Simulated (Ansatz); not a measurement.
B3Ru2 squeezed and stretched

A database entry relaxed whole under r2SCAN (P6_3/mmc):

```yaml
crystal:
  lattice:
    - [2.90958, 0.00000, 0.00000]
    - [-1.45479, 2.51977, 0.00000]
    - [0.00000, 0.00000, 12.77285]
  atoms:
    - { symbol: B, position: [0.33333, 0.66667, 0.96931] }
    - { symbol: B, position: [0.66667, 0.33333, 0.46931] }
    - { symbol: B, position: [0.33333, 0.66667, 0.53069] }
    - { symbol: B, position: [0.66667, 0.33333, 0.03069] }
    - { symbol: B, position: [0.33333, 0.66667, 0.75000] }
    - { symbol: B, position: [0.66667, 0.33333, 0.25000] }
    - { symbol: Ru, position: [0.33333, 0.66667, 0.13995] }
    - { symbol: Ru, position: [0.66667, 0.33333, 0.63995] }
    - { symbol: Ru, position: [0.33333, 0.66667, 0.36005] }
    - { symbol: Ru, position: [0.66667, 0.33333, 0.86005] }
```

The cell was scaled uniformly, its shape held, and the atoms relaxed at each volume with plane-wave PAW DFT (Ansatz 0.2.0; r2SCAN, 500 eV, 13×13×3 Γ-centred mesh, fermi-dirac occupations of width 0.100 eV; no spin, no spin-orbit coupling). One row is withheld.

```
volume (Å³/atom)  energy over the lowest (meV/atom)  pressure (GPa)
           8.803                               36.6           22.48
           8.990                               15.5           14.12
           9.177                                3.6            6.60
           9.364                                0.0           -0.16
           9.552                                  ?               ?
           9.739                               14.6          -11.70
           9.926                               31.4          -16.61
```

Problem. Fit the pressures of the other rows to the third-order Birch-Murnaghan form.

Solution. With f = [(V₀/V)^(2/3) − 1]/2 and P = 3B₀f(1 + 2f)^(5/2)[1 + 3(B₀′ − 4)f/2], least squares gives V₀ = 9.36 Å³ an atom, B₀ = 321 GPa and B₀′ = 4.3; the rows miss the fit by less than 0.01 GPa. The slope of the energies differs from these pressures by 0.12 GPa, since they are taken to zero smearing while pressures follow the free energy.

Problem. What does the withheld row hold?

Solution. The fit gives -6.23 GPa at 9.552 Å³; the run gave -6.24 GPa and 3.9 meV an atom.

Caveats: the shape of the cell was held, so B₀ is an upper bound where the axes differ in stiffness; 0 K, fixed nuclei; the symmetry was kept, and this need not be the phase that is stable at 0 K; one mesh for all volumes; pressure is positive in compression.
